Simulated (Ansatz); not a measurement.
## Does relaxation matter for the field gradients of SnSe?

Start: an entry of the Crystallography Open Database (COD) (the entry's cell lengths or inner coordinates differ somewhat from later room-temperature determinations).

Space group Pnma (No. 62); a = 11.4200, b = 4.1900, c = 4.4600 Å.

| site | Wyckoff | site symmetry | x | y | z |
| --- | --- | --- | --- | --- | --- |
| Sn | 4c | .m. | 0.1230 | 0.2500 | 0.0910 |
| Se | 4c | .m. | 0.3570 | 0.2500 | 0.0160 |

One atom of each set is listed.

All values are calculated (Ansatz; DFT, PBE, plane waves and PAW, scalar-relativistic, 420 eV cutoff, Γ-centred 3×7×6 k-points, Fermi–Dirac smearing 0.02 eV), not measured.

The largest force at the start is 0.31 eV/Å. Relaxing the ions at fixed cell moves them by 0.079 Å at most (atom 3, Sn) and 0.058 Å rms.

```csv
site,moved (Å),first shell before,first shell after,V_zz before (10²¹ V/m²),η before
Sn,0.079,3 Se at 2.69–2.83 Å; also 2 Se at 3.32 Å,3 Se at 2.77–2.82 Å; also 2 Se at 3.35 Å,-12.43,0.04
Se,0.024,3 Sn at 2.69–2.83 Å; also 2 Sn at 3.32 Å,3 Sn at 2.77–2.82 Å; also 2 Sn at 3.35 Å,-4.80,0.20
```

(1) What are V_zz and η after the relaxation?

Results:

(1) 

```csv
site,V_zz after,η after,change of V_zz
Sn,-9.45,0.24,+2.98
Se,-5.18,0.03,-0.38
```

The largest change of V_zz is on Sn, from -12.43 to -9.45. In per cent, |V_zz| changes by -24 on Sn, +8 on Se (all sites that start above 0.5). Where |V_zz| stays above 0.1, η moves most on Sn, from 0.04 to 0.24.

Without spin–orbit coupling (the program notes it for Sn) the gradients can shift somewhat, as the gap is small.
